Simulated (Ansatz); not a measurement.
The elements of this relaxed trial crystal are hidden behind letters.

```
lattice vectors (Å)
   3.4049   -3.4105    0.0000
   3.4049    3.4105    0.0000
   0.0000    0.0000    6.3496
fractional positions
X 0.5000 0.5000 0.0000
X 0.0000 0.0000 0.2546
X 0.0000 0.0000 0.7454
Z 0.5000 0.5000 0.5000
Q 0.3095 0.6905 0.2619
Q 0.3095 0.6905 0.7381
Q 0.8055 0.8055 0.0000
Q 0.7958 0.7958 0.5000
Q 0.1945 0.1945 0.0000
Q 0.2042 0.2042 0.5000
Q 0.6905 0.3095 0.2619
Q 0.6905 0.3095 0.7381
```

Theory: DFT PBE, scalar-relativistic, plane waves, PAW (Ansatz 0.2.0). The final run on the 12-atom cell used 420 eV, a Γ-centred 6×6×4 mesh, 0.02 eV smearing and no spin polarisation.

| Quantity | Value |
| --- | --- |
| Space group | Cmmm (No. 65) |
| Conventional cell | a = 6.810 Å, b = 6.821 Å, c = 6.350 Å |
| Volume per atom | 12.29 Å³ |
| Density | 8.01 g/cm³ |
| Formation energy | −3.312 eV/atom |
| Gap on the 6×6×4 mesh of the 12-atom cell | 2.53 eV |

Energies are uncorrected and count from the elements' standard states at the same level.

Question: X is a d-block element of period 6, Z is a d-block element of period 4 and Q is a p-block element of period 2. Which elements are they?

Answer: X = Hf, Z = Ti, Q = O, so the formula is Hf3TiO8. Density times volume gives a mean mass of 8.01 × 12.29/1.6605 = 59.3 u per atom, and this set has 59.3 u. Hf on a site of symmetry mmm has 6 O at 2.08–2.11 Å and 2 Ti at 3.17 Å; around Ti lie 6 O at 1.99–2.01 Å and 2 Hf at 3.17 Å; around O on a site of symmetry m lie 1 Ti at 1.99 Å and 2 Hf at 2.11 Å; 3 more sites not described. Other sets within the hints have nearly the same mass, so mass alone doesn't settle it; this one was computed.

These runs have no spin–orbit coupling, which can matter for Hf. Kohn–Sham gaps at this level usually fall short of measured ones. A structure relaxed within its symmetry needn't be a true minimum.
